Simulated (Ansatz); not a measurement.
TiAl$_{2}$O$_{5}$:
Space group Cmc2₁ (No. 36); a = 3.6312 Å, b = 9.4443 Å, c = 9.5310 Å, α = 90.00°, β = 90.00°, γ = 90.00°

```csv
atom,site,symmetry,x,y,z
Ti,4a,m..,0.0000,0.1277,0.4383
Al,4a,m..,0.0000,0.1421,0.0684
Al,4a,m..,0.0000,0.1902,0.7459
O,4a,m..,0.0000,0.0574,0.8875
O,4a,m..,0.0000,0.0444,0.6195
O,4a,m..,0.0000,0.2460,0.2460
O,4a,m..,0.0000,0.6839,0.4204
O,4a,m..,0.0000,0.6925,0.0739
```
(The calculation used a cell of 16 atoms; values per cell refer to that cell.)

Relaxed with PBEsol.

Give the optical modes at the zone centre with their infrared activity from DFPT, the program Ansatz at the PBEsol level (PAW).

Transverse frequencies, without the LO–TO term; a row sums one degenerate level.

| ω (cm⁻¹) | degeneracy | IR ((D/Å)²/amu) | activity |
|---|---|---|---|
| 131 | 1 | 1.48 | IR |
| 160 | 1 | 2.47 | IR |
| 163 | 1 | 0.00 | IR-inactive |
| 189 | 1 | 9.67 | IR |
| 192 | 1 | 0.00 | IR-inactive |
| 215 | 1 | 0.00 | IR-inactive |
| 215 | 1 | 1.94 | IR |
| 243 | 1 | 7.68 | IR |
| 251 | 1 | 0.00 | IR-inactive |
| 259 | 1 | 0.02 | IR |
| 282 | 1 | 21.34 | IR |
| 296 | 1 | 6.25 | IR |
| 297 | 1 | 0.00 | IR-inactive |
| 321 | 1 | 1.40 | IR |
| 327 | 1 | 5.94 | IR |
| 339 | 1 | 0.28 | IR |
| 341 | 1 | 8.59 | IR |
| 350 | 1 | 19.11 | IR |
| 351 | 1 | 0.00 | IR-inactive |
| 380 | 1 | 1.79 | IR |
| 408 | 1 | 5.89 | IR |
| 424 | 1 | 11.11 | IR |
| 437 | 1 | 0.10 | IR |
| 452 | 1 | 52.02 | IR |
| 452 | 1 | 8.95 | IR |
| 486 | 1 | 0.24 | IR |
| 493 | 1 | 5.41 | IR |
| 504 | 1 | 8.46 | IR |
| 523 | 1 | 4.73 | IR |
| 524 | 1 | 27.11 | IR |
| 529 | 1 | 7.94 | IR |
| 538 | 1 | 125.48 | IR |
| 563 | 1 | 0.00 | IR-inactive |
| 570 | 1 | 1.01 | IR |
| 617 | 1 | 0.00 | IR-inactive |
| 625 | 1 | 0.03 | IR |
| 626 | 1 | 7.86 | IR |
| 672 | 1 | 17.70 | IR |
| 696 | 1 | 15.88 | IR |
| 702 | 1 | 1.17 | IR |
| 728 | 1 | 0.00 | IR-inactive |
| 731 | 1 | 7.13 | IR |
| 799 | 1 | 16.34 | IR |
| 826 | 1 | 8.42 | IR |
| 827 | 1 | 0.06 | IR |

How high does the top mode go among those that the LO–TO term moves?

887 cm⁻¹ for q along x, 921 cm⁻¹ for q along y, 829 cm⁻¹ for q along z.

Space group Cmc2_1. The first step of the workflow began from a Materials Project structure, measured or hypothetical; the Crystallography Open Database copy checked does not list it. Its standing as an ambient phase is unchecked. Symmetry was held in the PBEsol relaxation; its stability against distortions is not shown here. The run is not spin-polarised.

Potentials: the later of the program's two PAW sets.
